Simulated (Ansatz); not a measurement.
The following input was run with Ansatz 0.2.0.

```yaml
crystal:
  lattice:
    - [2.952588334, 0.0, 0.0]
    - [0.0, 2.952588334, 0.0]
    - [0.0, 0.0, 26.1433856992]
  atoms:
    - { symbol: Ta, position: [0.5, 0.5, 0.3251300386] }
    - { symbol: Ta, position: [0.0, 0.0, 0.4049894438] }
    - { symbol: Ta, position: [0.5, 0.5, 0.4895101863] }
    - { symbol: Ta, position: [0.0, 0.0, 0.566143639] }
    - { symbol: O, position: [0.0, 0.5, 0.6372897415] }
    - { symbol: H, position: [-0.1262782046, 0.4509376327, 0.6709502632] }
basis:
  ecutwfc: 420
kpoints:
  mp_grid: { grid: [10, 10, 1] }
hamiltonian:
  xc: pbesol
scf:
  occupations: { method: gaussian, width: 0.1 }
output:
  forces: true
  eigenvalues: true
  write_density: true
  write_potential: true
  elf: true
  volumetric_format: npy
relax:
  adjacent_minimum: "off"
  f_tol: 0.03
  max_steps: 70
  constraints: [{ sites: [0, 1] }]
efield:
  axis: 3
  dipole_correction: true
  ramp_width: 0.04
```

Run as
```bash
ansatz run input.yaml --threads 2 --pin off --max-ram 5120MiB --backend cpu --events-out ev --progress --plain --runs-dir out
```

Computed with DFT PBEsol, scalar-relativistic, plane waves, PAW in Ansatz.

Part of what the program printed, abridged (iterations and final results):

```
SCF iter   1: F=—  HF=-39799.716304 eV  |F-HF|=—  |Δ(HF+E_count)|=         —  Δρ=7.51e-3  dr2=1.20e0  ethr=1.77e-3  p=0.051 e·Å  D=4.04e-2 V/Å  ΔV_dip=-1.06 eV  dr2_dipole=4.87e-1  V_vac-E_F(+/−)=3.24/4.29 eV  ⟨swp⟩=7.5  Hψ=8637  notcnv=0
efield: sawtooth ramp at fractional position 0.9780 (placed from the atoms, in the widest stretch of the axis that holds none; the zero of the levels goes with the place), width 0.0400; the density the first Hamiltonian is built on has a dipole p = 0.051 e·Å; the dipole correction subtracts the counter field D = 4.04e-2 V/Å, which shifts the + side's vacuum level by -1.06 eV against the − side's; the planar-averaged density in the ramp window peaks in size at 2.7e-5 e/Å³
SCF iter   2: F=—  HF=-39799.692726 eV  |F-HF|=—  |Δ(HF+E_count)|=   2.36e-2  Δρ=5.65e-3  dr2=1.83e-1  ethr=1.77e-3  p=0.104 e·Å  D=8.29e-2 V/Å  ΔV_dip=-2.17 eV  dr2_dipole=6.29e-2  V_vac-E_F(+/−)=2.45/4.62 eV  ⟨swp⟩=2.0  Hψ=3075  notcnv=0  defer=27
SCF iter   3: F=—  HF=-39799.676822 eV  |F-HF|=—  |Δ(HF+E_count)|=   1.59e-2  Δρ=1.68e-3  dr2=8.03e-3  ethr=3.10e-4  p=0.092 e·Å  D=7.33e-2 V/Å  ΔV_dip=-1.92 eV  dr2_dipole=7.35e-4  V_vac-E_F(+/−)=2.65/4.57 eV  ⟨swp⟩=2.1  Hψ=2682  notcnv=0  defer=36
SCF iter   4: F=—  HF=-39799.675788 eV  |F-HF|=—  |Δ(HF+E_count)|=   1.03e-3  Δρ=4.62e-4  dr2=7.50e-4  ethr=1.36e-5  p=0.090 e·Å  D=7.15e-2 V/Å  ΔV_dip=-1.87 eV  dr2_dipole=1.70e-4  V_vac-E_F(+/−)=2.70/4.57 eV  ⟨swp⟩=2.1  Hψ=2948  notcnv=0  defer=20
SCF iter   5: F=—  HF=-39799.675731 eV  |F-HF|=—  |Δ(HF+E_count)|=   5.70e-5  Δρ=1.67e-4  dr2=4.80e-5  ethr=1.27e-6  p=0.092 e·Å  D=7.30e-2 V/Å  ΔV_dip=-1.91 eV  dr2_dipole=3.08e-7  V_vac-E_F(+/−)=2.67/4.58 eV  ⟨swp⟩=2.2  Hψ=2529  notcnv=0  defer=20
SCF iter   6: F=-39799.675741 eV  HF=-39799.675738 eV  |F-HF|=3.42e-6  |Δ(HF+E_count)|=   7.09e-6  Δρ=4.38e-5  dr2=2.53e-6  ethr=3.81e-8  p=0.091 e·Å  D=7.25e-2 V/Å  ΔV_dip=-1.90 eV  dr2_dipole=1.04e-8  V_vac-E_F(+/−)=2.68/4.58 eV  ⟨swp⟩=20.6  Hψ=21454  notcnv=0
SCF 1 converged in 6 iterations: F = -39799.675741 eV  dr2 = 2.53e-6
relax step   1: F+E_penalty+E_count = -39799.67574101 eV  Δ(F+E_penalty+E_count) = +0.000e0 eV  max|allowed force component| = 3.606e0 eV/Å  Δτ_max = 0.0000 Å  (6 SCF iters, dr2 threshold 2.25e-5 eV, accepted)
Initial density: handed on by an earlier stage of this run
Initial wavefunctions: those handed on with the density
SCF iter   1: F=—  HF=-39800.515573 eV  |F-HF|=—  |Δ(HF+E_count)|=         —  Δρ=1.46e-2  dr2=1.30e0  ethr=2.22e-3  p=0.091 e·Å  D=7.26e-2 V/Å  ΔV_dip=-1.90 eV  dr2_dipole=3.93e-1  V_vac-E_F(+/−)=2.61/4.51 eV  ⟨swp⟩=1.1  Hψ=8310  notcnv=0  defer=22
efield: sawtooth ramp at fractional position 0.9780 (handed on by an earlier solve), width 0.0400; the density the first Hamiltonian is built on has a dipole p = 0.091 e·Å; the dipole correction subtracts the counter field D = 7.26e-2 V/Å, which shifts the + side's vacuum level by -1.90 eV against the − side's; the planar-averaged density in the ramp window peaks in size at 3.9e-6 e/Å³
SCF iter   2: F=—  HF=-39800.328723 eV  |F-HF|=—  |Δ(HF+E_count)|=   1.87e-1  Δρ=6.83e-3  dr2=6.27e-1  ethr=2.20e-3  p=0.194 e·Å  D=1.54e-1 V/Å  ΔV_dip=-4.03 eV  dr2_dipole=3.52e-1  V_vac-E_F(+/−)=0.61/4.63 eV  ⟨swp⟩=4.4  Hψ=4096  notcnv=0  defer=26
SCF iter   3: F=—  HF=-39800.283019 eV  |F-HF|=—  |Δ(HF+E_count)|=   4.57e-2  Δρ=3.11e-3  dr2=5.08e-2  ethr=1.06e-3  p=0.151 e·Å  D=1.20e-1 V/Å  ΔV_dip=-3.13 eV  dr2_dipole=1.91e-3  V_vac-E_F(+/−)=1.45/4.58 eV  ⟨swp⟩=3.2  Hψ=3456  notcnv=0  defer=37
SCF iter   4: F=—  HF=-39800.276253 eV  |F-HF|=—  |Δ(HF+E_count)|=   6.77e-3  Δρ=1.51e-3  dr2=1.46e-2  ethr=8.61e-5  p=0.176 e·Å  D=1.39e-1 V/Å  ΔV_dip=-3.64 eV  dr2_dipole=4.14e-3  V_vac-E_F(+/−)=0.92/4.57 eV  ⟨swp⟩=2.4  Hψ=2843  notcnv=0  defer=42
SCF iter   5: F=—  HF=-39800.275763 eV  |F-HF|=—  |Δ(HF+E_count)|=   4.89e-4  Δρ=5.83e-4  dr2=7.07e-3  ethr=2.48e-5  p=0.184 e·Å  D=1.46e-1 V/Å  ΔV_dip=-3.81 eV  dr2_dipole=5.00e-3  V_vac-E_F(+/−)=0.76/4.57 eV  ⟨swp⟩=2.0  Hψ=2813  notcnv=0  defer=42
SCF iter   6: F=—  HF=-39800.275317 eV  |F-HF|=—  |Δ(HF+E_count)|=   4.46e-4  Δρ=2.20e-4  dr2=3.90e-3  ethr=1.20e-5  p=0.180 e·Å  D=1.43e-1 V/Å  ΔV_dip=-3.73 eV  dr2_dipole=2.95e-3  V_vac-E_F(+/−)=0.84/4.57 eV  ⟨swp⟩=1.5  Hψ=1953  notcnv=0  defer=42
SCF iter   7: F=—  HF=-39800.274908 eV  |F-HF|=—  |Δ(HF+E_count)|=   4.09e-4  Δρ=1.25e-4  dr2=1.61e-4  ethr=6.61e-6  p=0.165 e·Å  D=1.31e-1 V/Å  ΔV_dip=-3.41 eV  dr2_dipole=8.42e-5  V_vac-E_F(+/−)=1.15/4.57 eV  ⟨swp⟩=2.0  Hψ=2565  notcnv=0  defer=42
SCF iter   8: F=—  HF=-39800.275085 eV  |F-HF|=—  |Δ(HF+E_count)|=   1.77e-4  Δρ=4.05e-5  dr2=2.67e-5  ethr=2.72e-7  p=0.160 e·Å  D=1.27e-1 V/Å  ΔV_dip=-3.31 eV  dr2_dipole=8.84e-6  V_vac-E_F(+/−)=1.26/4.57 eV  ⟨swp⟩=2.5  Hψ=2672  notcnv=0  defer=42
SCF iter   9: F=-39800.275104 eV  HF=-39800.275105 eV  |F-HF|=5.19e-7  |Δ(HF+E_count)|=   2.00e-5  Δρ=1.28e-5  dr2=9.47e-7  ethr=4.52e-8  p=0.158 e·Å  D=1.25e-1 V/Å  ΔV_dip=-3.27 eV  dr2_dipole=1.10e-7  V_vac-E_F(+/−)=1.30/4.57 eV  ⟨swp⟩=26.4  Hψ=20677  notcnv=0
SCF 2 converged in 9 iterations: F = -39800.275104 eV  dr2 = 9.47e-7
  Residual-converged pass: ⟨swp⟩=1.0  Hψ=2081  notcnv=0  max |occ|·‖R‖ = 7.0e-9 eV (tolerance 1.0e-8 eV) dr2=9.47e-7  dr2_onsite=5.83e-9  max |Δocc| = 3.2e-10
relax step   2: F+E_penalty+E_count = -39800.27510439 eV  Δ(F+E_penalty+E_count) = -5.994e-1 eV  max|allowed force component| = 7.500e-1 eV/Å  Δτ_max = 0.1939 Å  (9 SCF iters, dr2 threshold 1.00e-4 eV, accepted)
SCF iter   1: F=—  HF=-39800.406898 eV  |F-HF|=—  |Δ(HF+E_count)|=         —  Δρ=1.01e-2  dr2=5.53e-1  ethr=9.24e-4  p=0.158 e·Å  D=1.25e-1 V/Å  ΔV_dip=-3.27 eV  dr2_dipole=8.60e-2  V_vac-E_F(+/−)=1.30/4.57 eV  ⟨swp⟩=1.8  Hψ=7605  notcnv=0  defer=27
efield: sawtooth ramp at fractional position 0.9780 (handed on by an earlier solve), width 0.0400; the density the first Hamiltonian is built on has a dipole p = 0.158 e·Å; the dipole correction subtracts the counter field D = 1.25e-1 V/Å, which shifts the + side's vacuum level by -3.27 eV against the − side's; the planar-averaged density in the ramp window peaks in size at 5.3e-6 e/Å³
SCF iter   2: F=—  HF=-39800.394520 eV  |F-HF|=—  |Δ(HF+E_count)|=   1.24e-2  Δρ=2.64e-3  dr2=2.54e-2  ethr=9.24e-4  p=0.152 e·Å  D=1.20e-1 V/Å  ΔV_dip=-3.15 eV  dr2_dipole=1.44e-3  V_vac-E_F(+/−)=1.43/4.58 eV  ⟨swp⟩=2.5  Hψ=2783  notcnv=0  defer=27
SCF iter   3: F=—  HF=-39800.391422 eV  |F-HF|=—  |Δ(HF+E_count)|=   3.10e-3  Δρ=9.52e-4  dr2=1.17e-2  ethr=4.31e-5  p=0.144 e·Å  D=1.14e-1 V/Å  ΔV_dip=-2.99 eV  dr2_dipole=1.98e-3  V_vac-E_F(+/−)=1.59/4.57 eV  ⟨swp⟩=2.2  Hψ=3232  notcnv=0  defer=34
SCF iter   4: F=—  HF=-39800.390659 eV  |F-HF|=—  |Δ(HF+E_count)|=   7.63e-4  Δρ=4.68e-4  dr2=2.92e-3  ethr=1.99e-5  p=0.143 e·Å  D=1.13e-1 V/Å  ΔV_dip=-2.96 eV  dr2_dipole=4.28e-4  V_vac-E_F(+/−)=1.60/4.56 eV  ⟨swp⟩=1.5  Hψ=2080  notcnv=0  defer=36
SCF iter   5: F=—  HF=-39800.390522 eV  |F-HF|=—  |Δ(HF+E_count)|=   1.37e-4  Δρ=1.42e-4  dr2=3.20e-4  ethr=4.95e-6  p=0.143 e·Å  D=1.13e-1 V/Å  ΔV_dip=-2.96 eV  dr2_dipole=5.41e-5  V_vac-E_F(+/−)=1.61/4.57 eV  ⟨swp⟩=1.6  Hψ=1986  notcnv=0  defer=36
   ...
SCF iter   5: F=-39800.477890 eV  HF=-39800.477918 eV  |F-HF|=2.88e-5  |Δ(HF+E_count)|=   9.12e-6  Δρ=5.64e-5  dr2=2.98e-5  ethr=8.26e-8  p=0.111 e·Å  D=8.78e-2 V/Å  ΔV_dip=-2.30 eV  dr2_dipole=6.19e-6  V_vac-E_F(+/−)=2.29/4.59 eV  ⟨swp⟩=19.4  Hψ=19786  notcnv=0
SCF 4 converged in 5 iterations: F = -39800.477890 eV  dr2 = 2.98e-5
relax step   4: F+E_penalty+E_count = -39800.47788971 eV  Δ(F+E_penalty+E_count) = -8.739e-2 eV  max|allowed force component| = 5.838e-1 eV/Å  Δτ_max = 0.1949 Å  (5 SCF iters, dr2 threshold 4.87e-5 eV, accepted)
SCF iter   1: F=—  HF=-39800.522170 eV  |F-HF|=—  |Δ(HF+E_count)|=         —  Δρ=8.81e-3  dr2=2.91e-1  ethr=1.27e-3  p=0.111 e·Å  D=8.78e-2 V/Å  ΔV_dip=-2.29 eV  dr2_dipole=1.43e-2  V_vac-E_F(+/−)=2.32/4.62 eV  ⟨swp⟩=5.4  Hψ=5717  notcnv=0  defer=22
efield: sawtooth ramp at fractional position 0.9780 (handed on by an earlier solve), width 0.0400; the density the first Hamiltonian is built on has a dipole p = 0.111 e·Å; the dipole correction subtracts the counter field D = 8.78e-2 V/Å, which shifts the + side's vacuum level by -2.29 eV against the − side's; the planar-averaged density in the ramp window peaks in size at 3.7e-6 e/Å³
SCF iter   2: F=—  HF=-39800.517864 eV  |F-HF|=—  |Δ(HF+E_count)|=   4.31e-3  Δρ=2.42e-3  dr2=2.45e-2  ethr=4.94e-4  p=0.096 e·Å  D=7.64e-2 V/Å  ΔV_dip=-2.00 eV  dr2_dipole=4.71e-3  V_vac-E_F(+/−)=2.57/4.57 eV  ⟨swp⟩=2.1  Hψ=2815  notcnv=0  defer=34
SCF iter   3: F=—  HF=-39800.516449 eV  |F-HF|=—  |Δ(HF+E_count)|=   1.42e-3  Δρ=1.91e-3  dr2=8.38e-3  ethr=4.16e-5  p=0.089 e·Å  D=7.08e-2 V/Å  ΔV_dip=-1.85 eV  dr2_dipole=2.30e-5  V_vac-E_F(+/−)=2.78/4.63 eV  ⟨swp⟩=2.1  Hψ=2595  notcnv=0  defer=34
SCF iter   4: F=—  HF=-39800.514730 eV  |F-HF|=—  |Δ(HF+E_count)|=   1.72e-3  Δρ=3.04e-4  dr2=2.57e-4  ethr=1.42e-5  p=0.091 e·Å  D=7.26e-2 V/Å  ΔV_dip=-1.90 eV  dr2_dipole=3.55e-5  V_vac-E_F(+/−)=2.71/4.61 eV  ⟨swp⟩=2.0  Hψ=2527  notcnv=0  defer=34
SCF iter   5: F=-39800.514694 eV  HF=-39800.514715 eV  |F-HF|=2.06e-5  |Δ(HF+E_count)|=   1.48e-5  Δρ=7.49e-5  dr2=2.65e-5  ethr=1.69e-7  p=0.091 e·Å  D=7.22e-2 V/Å  ΔV_dip=-1.89 eV  dr2_dipole=4.05e-6  V_vac-E_F(+/−)=2.73/4.61 eV  ⟨swp⟩=19.8  Hψ=20466  notcnv=0
SCF 5 converged in 5 iterations: F = -39800.514694 eV  dr2 = 2.65e-5
relax step   5: F+E_penalty+E_count = -39800.51469438 eV  Δ(F+E_penalty+E_count) = -3.680e-2 eV  max|allowed force component| = 2.433e-1 eV/Å  Δτ_max = 0.2000 Å  (5 SCF iters, dr2 threshold 1.00e-4 eV, accepted)
SCF iter   1: F=—  HF=-39800.530979 eV  |F-HF|=—  |Δ(HF+E_count)|=         —  Δρ=5.83e-3  dr2=9.11e-2  ethr=1.18e-3  p=0.091 e·Å  D=7.22e-2 V/Å  ΔV_dip=-1.89 eV  dr2_dipole=8.24e-3  V_vac-E_F(+/−)=2.74/4.63 eV  ⟨swp⟩=4.0  Hψ=4210  notcnv=0  defer=38
efield: sawtooth ramp at fractional position 0.9780 (handed on by an earlier solve), width 0.0400; the density the first Hamiltonian is built on has a dipole p = 0.091 e·Å; the dipole correction subtracts the counter field D = 7.22e-2 V/Å, which shifts the + side's vacuum level by -1.89 eV against the − side's; the planar-averaged density in the ramp window peaks in size at 5.8e-6 e/Å³
SCF iter   2: F=—  HF=-39800.524306 eV  |F-HF|=—  |Δ(HF+E_count)|=   6.67e-3  Δρ=1.17e-3  dr2=3.47e-3  ethr=1.54e-4  p=0.083 e·Å  D=6.59e-2 V/Å  ΔV_dip=-1.72 eV  dr2_dipole=3.06e-4  V_vac-E_F(+/−)=2.89/4.62 eV  ⟨swp⟩=2.0  Hψ=2914  notcnv=0  defer=38
SCF iter   3: F=—  HF=-39800.523867 eV  |F-HF|=—  |Δ(HF+E_count)|=   4.38e-4  Δρ=5.03e-4  dr2=7.76e-4  ethr=5.88e-6  p=0.080 e·Å  D=6.35e-2 V/Å  ΔV_dip=-1.66 eV  dr2_dipole=1.57e-5  V_vac-E_F(+/−)=2.97/4.63 eV  ⟨swp⟩=2.9  Hψ=2675  notcnv=0  defer=38
SCF iter   4: F=—  HF=-39800.523677 eV  |F-HF|=—  |Δ(HF+E_count)|=   1.90e-4  Δρ=8.21e-5  dr2=4.96e-5  ethr=1.32e-6  p=0.081 e·Å  D=6.39e-2 V/Å  ΔV_dip=-1.67 eV  dr2_dipole=1.03e-5  V_vac-E_F(+/−)=2.95/4.62 eV  ⟨swp⟩=2.0  Hψ=2561  notcnv=0  defer=38
SCF iter   5: F=-39800.523676 eV  HF=-39800.523678 eV  |F-HF|=2.27e-6  |Δ(HF+E_count)|=   1.10e-6  Δρ=2.75e-5  dr2=3.45e-6  ethr=1.74e-8  p=0.080 e·Å  D=6.39e-2 V/Å  ΔV_dip=-1.67 eV  dr2_dipole=1.57e-7  V_vac-E_F(+/−)=2.96/4.63 eV  ⟨swp⟩=22.0  Hψ=21338  notcnv=0
SCF 6 converged in 5 iterations: F = -39800.523676 eV  dr2 = 3.45e-6
  Residual-converged pass: ⟨swp⟩=1.0  Hψ=2082  notcnv=0  max |occ|·‖R‖ = 7.0e-9 eV (tolerance 1.0e-8 eV) dr2=3.45e-6  dr2_onsite=2.70e-8  max |Δocc| = 2.3e-10
relax step   6: F+E_penalty+E_count = -39800.52367587 eV  Δ(F+E_penalty+E_count) = -8.981e-3 eV  max|allowed force component| = 9.838e-2 eV/Å  Δτ_max = 0.0857 Å  (5 SCF iters, dr2 threshold 1.03e-5 eV, accepted)
SCF iter   1: F=—  HF=-39800.526291 eV  |F-HF|=—  |Δ(HF+E_count)|=         —  Δρ=2.44e-3  dr2=1.95e-2  ethr=2.26e-4  p=0.080 e·Å  D=6.39e-2 V/Å  ΔV_dip=-1.67 eV  dr2_dipole=1.71e-3  V_vac-E_F(+/−)=2.96/4.63 eV  ⟨swp⟩=2.5  Hψ=3742  notcnv=0  defer=39
efield: sawtooth ramp at fractional position 0.9780 (handed on by an earlier solve), width 0.0400; the density the first Hamiltonian is built on has a dipole p = 0.080 e·Å; the dipole correction subtracts the counter field D = 6.39e-2 V/Å, which shifts the + side's vacuum level by -1.67 eV against the − side's; the planar-averaged density in the ramp window peaks in size at 6.1e-6 e/Å³
SCF iter   2: F=—  HF=-39800.524704 eV  |F-HF|=—  |Δ(HF+E_count)|=   1.59e-3  Δρ=5.71e-4  dr2=1.40e-3  ethr=3.30e-5  p=0.080 e·Å  D=6.34e-2 V/Å  ΔV_dip=-1.66 eV  dr2_dipole=2.53e-4  V_vac-E_F(+/−)=2.97/4.62 eV  ⟨swp⟩=2.0  Hψ=2790  notcnv=0  defer=39
SCF iter   3: F=—  HF=-39800.524487 eV  |F-HF|=—  |Δ(HF+E_count)|=   2.17e-4  Δρ=2.50e-4  dr2=1.88e-4  ethr=2.36e-6  p=0.079 e·Å  D=6.27e-2 V/Å  ΔV_dip=-1.64 eV  dr2_dipole=6.96e-6  V_vac-E_F(+/−)=2.99/4.63 eV  ⟨swp⟩=2.1  Hψ=2535  notcnv=0  defer=39
SCF iter   4: F=—  HF=-39800.524453 eV  |F-HF|=—  |Δ(HF+E_count)|=   3.32e-5  Δρ=4.79e-5  dr2=2.22e-5  ethr=3.19e-7  p=0.079 e·Å  D=6.27e-2 V/Å  ΔV_dip=-1.64 eV  dr2_dipole=6.29e-6  V_vac-E_F(+/−)=2.99/4.63 eV  ⟨swp⟩=2.9  Hψ=2632  notcnv=0  defer=39
SCF iter   5: F=-39800.524453 eV  HF=-39800.524453 eV  |F-HF|=7.60e-7  |Δ(HF+E_count)|=   1.09e-7  Δρ=1.50e-5  dr2=1.31e-6  ethr=2.68e-9  p=0.079 e·Å  D=6.27e-2 V/Å  ΔV_dip=-1.64 eV  dr2_dipole=9.98e-9  V_vac-E_F(+/−)=2.99/4.63 eV  ⟨swp⟩=17.8  Hψ=19138  notcnv=0
SCF 7 converged in 5 iterations: F = -39800.524453 eV  dr2 = 1.31e-6
relax step   7: F+E_penalty+E_count = -39800.52445262 eV  Δ(F+E_penalty+E_count) = -7.767e-4 eV  max|allowed force component| = 1.204e-2 eV/Å  Δτ_max = 0.0260 Å  (5 SCF iters, dr2 threshold 1.58e-6 eV, accepted)
SCF iter   1: F=—  HF=-39800.524436 eV  |F-HF|=—  |Δ(HF+E_count)|=         —  Δρ=1.49e-5  dr2=1.30e-6  ethr=2.19e-9  p=0.079 e·Å  D=6.27e-2 V/Å  ΔV_dip=-1.64 eV  dr2_dipole=8.55e-9  V_vac-E_F(+/−)=2.99/4.63 eV  ⟨swp⟩=1.0  Hψ=4992  notcnv=0
efield: sawtooth ramp at fractional position 0.9780 (handed on by an earlier solve), width 0.0400; the density the first Hamiltonian is built on has a dipole p = 0.079 e·Å; the dipole correction subtracts the counter field D = 6.27e-2 V/Å, which shifts the + side's vacuum level by -1.64 eV against the − side's; the planar-averaged density in the ramp window peaks in size at 6.2e-6 e/Å³
SCF iter   2: F=—  HF=-39800.524454 eV  |F-HF|=—  |Δ(HF+E_count)|=   1.81e-5  Δρ=1.08e-5  dr2=7.32e-7  ethr=2.19e-9  p=0.079 e·Å  D=6.27e-2 V/Å  ΔV_dip=-1.64 eV  dr2_dipole=1.98e-7  V_vac-E_F(+/−)=2.99/4.63 eV  ⟨swp⟩=2.0  Hψ=2976  notcnv=0
SCF iter   3: F=—  HF=-39800.524454 eV  |F-HF|=—  |Δ(HF+E_count)|=   2.21e-9  Δρ=3.24e-6  dr2=1.01e-7  ethr=1.24e-9  p=0.079 e·Å  D=6.27e-2 V/Å  ΔV_dip=-1.64 eV  dr2_dipole=7.70e-9  V_vac-E_F(+/−)=2.99/4.63 eV  ⟨swp⟩=2.0  Hψ=2525  notcnv=0
SCF iter   4: F=-39800.524454 eV  HF=-39800.524454 eV  |F-HF|=2.26e-9  |Δ(HF+E_count)|=   4.56e-8  Δρ=1.02e-6  dr2=3.47e-9  ethr=1.69e-10  p=0.079 e·Å  D=6.27e-2 V/Å  ΔV_dip=-1.64 eV  dr2_dipole=2.73e-10  V_vac-E_F(+/−)=2.99/4.63 eV  ⟨swp⟩=11.1  Hψ=13441  notcnv=0
SCF 8 converged in 4 iterations: F = -39800.524454 eV  dr2 = 3.47e-9
relax step   8: F+E_penalty+E_count = -39800.52445363 eV  Δ(F+E_penalty+E_count) = -1.018e-6 eV  max|allowed force component| = 1.161e-2 eV/Å  Δτ_max = 0.0000 Å  (4 SCF iters, accepted)
WARN: The output density's exchange-correlation potential varies sharply where the density is thin. Do not read a vacuum level from v_tot or v_xc, or from such a field of the output density. On a cell that repeats whose density bears no net charge and no dipole along the vacuum's axis use v_es (v_loc + v_h of the components); under efield.dipole_correction with no amplitude use v_es + v_field, which holds any external_charges[].barrier, or the levels of the report's work_function block, which leave it out; under a non-zero efield.amplitude the vacuum is tilted and has no level; on a cell that repeats and bears such a dipole with no correction it is tilted too, and efield.dipole_correction wi ...
SCF converged after 4 iterations
Free energy (F): -39800.524454 eV
Harris-Foulkes:  -39800.524454 eV  (|F-HF|=2.26e-9)
Internal energy: -39800.499501 eV  (E = F + TS)
E sigma→0 (E₀):  -39800.511977 eV
Entropy (-TS):   -0.024953 eV (-4.159 meV/atom)
Fermi energy:    4.055419 eV
Dipole field:    D = 0.062702 V/Å  (p = 0.078975 e·Å, saw-weighted, corrected)
Work function:   Φ+ = 2.9905 eV   Φ− = 4.6298 eV
Levels:          The Fermi level and band energies are counted from a zero that moves with the ramp; work functions are not
--- Per-component energies (eV) ---
  E_band       = -1251.571843
  E_kinetic    = 1644.389994
  E_local      = -66720.935505  (includes V_loc(G=0)·N_el)
  E_nonlocal   = 117.919406
  E_hartree    = 32556.241840
  E_xc         = -944.386864
  E_vxc        = -913.307872  (∫ρ·V_xc dr)
  E_paw        = -33241.753023  (= ΣΔE_a)
  E_vpaw       = -495.036923  (= ΣTr[D̂ρ^β])
  E_aug_tail   = 0.001919  (compensation charges beyond the density's cutoff)
  E_efield     = 0.002476  (sawtooth field / dipole correction)
  E_vefield    = 2.908507  (∫n·V_field dr)
  E_ewald      = 26787.130381
  E_core_change = 0.889874  (= ΣΔE_core)
  E_smearing   = -0.024953  (= −TS)
--- Forces (eV/Å), atoms counted from 1 ---
  atom   1  Ta    -0.06107811     0.00007279     0.56668854
  atom   2  Ta     0.05967950     0.00027944    -0.55493108
  atom   3  Ta    -0.00394320    -0.00076222    -0.00267740
  atom   4  Ta     0.00410267     0.00004199    -0.01161206
  atom   5  O     -0.00062578    -0.00000427     0.00062166
  atom   6  H      0.00182735     0.00036035     0.00191475
--- Band table (eV; the first three rows and the last of 52) ---
  k-point 0: bands = ["-64.0879", "-63.9538", "-63.5717", "-63.3458", "-30.8378", "-30.6577", "-30.3251", "-30.2975", "-30.1429", "-30.1277", "-30.1125", "-29.7900", "-29.7745", "-29.6893", "-29.5569", "-29.5122", "-17.3285", "-4.7790", "-3.4428", "-2.0020", "-1.1494", "-0.9578", "-0.4885", "-0.0428", "0.9459", "1.7137", "2.8875", "3.5619", "3.8189", "4.8370", "4.8930", "5.1263", "5.4694", "5.7156", "6.0112", "6.0129"]
  k-point 1: bands = ["-64.0844", "-63.9503", "-63.5685", "-63.3430", "-30.8237", "-30.6496", "-30.3785", "-30.3181", "-30.2200", "-30.1354", "-30.0733", "-29.8567", "-29.7700", "-29.6760", "-29.6083", "-29.5105", "-17.3033", "-4.6611", "-3.2363", "-1.9050", "-1.2457", "-0.8763", "-0.2375", "0.0533", "1.1035", "1.8115", "2.9434", "3.5280", "3.9080", "4.6466", "4.9056", "4.9902", "5.2890", "5.6313", "5.9794", "6.3241"]
  k-point 2: bands = ["-64.0751", "-63.9413", "-63.5600", "-63.3356", "-30.7908", "-30.6337", "-30.5632", "-30.3824", "-30.2999", "-30.1159", "-30.0857", "-29.9856", "-29.7590", "-29.7301", "-29.6688", "-29.5068", "-17.2397", "-4.4213", "-2.7189", "-1.8728", "-1.2344", "-0.5710", "0.1792", "0.3923", "1.5457", "2.1448", "3.0626", "3.3589", "4.0364", "4.3189", "4.5494", "5.0461", "5.3725", "5.3825", "6.1164", "6.3025"]
  k-point 51: bands = ["-64.0174", "-63.8846", "-63.5044", "-63.2828", "-30.9063", "-30.8787", "-30.7048", "-30.6868", "-30.5712", "-30.4032", "-30.3035", "-30.2964", "-30.0375", "-29.9936", "-29.9664", "-29.7867", "-16.7062", "-5.2532", "-2.2031", "-1.6345", "0.0343", "0.1232", "0.8909", "1.0336", "1.0782", "1.2244", "1.9813", "2.4801", "4.0653", "4.7467", "6.2767", "6.4196", "7.0844", "7.4625", "7.8111", "8.5084"]
--- Relaxed structure (8 steps of the walk, 8 accepted, 0 SCFs on fresh bases) ---
  F+E_penalty+E_count = -39800.52445363 eV   max|allowed force component| = 1.161e-2 eV/Å
  atoms:
    - { symbol: Ta, position: [0.5, 0.5, 0.32513003] }
    - { symbol: Ta, position: [0.0, 0.0, 0.4049894438] }
    - { symbol: Ta, position: [0.53111123, 0.50000689, 0.48868003] }
    - { symbol: Ta, position: [0.05022213, -0.00020345, 0.56643862] }
    - { symbol: O, position: [0.04300477, 0.49981942, 0.62654359] }
    - { symbol: H, position: [-0.24319154, 0.49975433, 0.64574267] }
```

The relaxation met its thresholds.

The run took 3 min on 2 threads of Arm Neoverse V1, with other jobs on the host, peak memory 0.63 GiB.

Spin–orbit coupling is left out, which can shift energies with elements as heavy as these. Spin polarisation was left out, and a magnetic state may lie lower.